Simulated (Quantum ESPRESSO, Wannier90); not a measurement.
Wannierisation of PbSe (Cmcm)

```yaml
crystal:
  lattice:
    - [4.30975, 0.00000, 0.00000]
    - [0.00000, 0.00000, -4.45049]
    - [-2.15488, 6.13394, 0.00000]
  atoms:
    - { symbol: Pb, position: [0.36824, 0.25000, 0.73648] }
    - { symbol: Pb, position: [0.63176, 0.75000, 0.26352] }
    - { symbol: Se, position: [0.13871, 0.25000, 0.27742] }
    - { symbol: Se, position: [0.86129, 0.75000, 0.72258] }
```

Cell from Materials Project (mp-1063670), symmetrised, no further relaxation. Not found in the COD (Crystallography Open Database) copy used, which has the formula in other groups; not checked further. Computed values, not measurements, from PBEsol: Quantum ESPRESSO (norm-conserving PseudoDojo potentials, cutoff 69 Ry, no spin polarisation, no spin-orbit coupling) on a Γ-centred 6×6×6 mesh, then Wannier90. Density: 8×8×8 mesh, Gaussian smearing 0.01 Ry. Spin-orbit coupling is left out although heavy elements are present.

Base run: 16 functions from bands 21-46 of the 46 computed, start hydrogen-like Pb: s;p; Se: s;p, centres 0.05 Å off the atoms, frozen window up to 2.29 eV relative to the valence-band maximum, outer window open. Its settings: num_cg_steps = 5, trial_step = 2 and dis_mix_ratio = 0.5 (the program's defaults), conv_tol = 1.0e-6 over 4 steps, num_iter = 1000, dis_conv_tol = 1.0e-6, dis_num_iter = 1000. One of them is changed at a time.

```
run                  disentanglement steps  localisation steps  Ω_I (Å²)  Ω_total (Å²)       ended
-------------------  ---------------------  ------------------  --------  ------------  ----------
base                                   110                 618    24.175        29.103   converged
conv_tol = 1.0e-10                     110                1000    24.175        29.102  step limit
fixed_step = 2.0                       110                1000    24.175        34.396  step limit
dis_mix_ratio = 0.2                    304                 618    24.175        29.102   converged
```
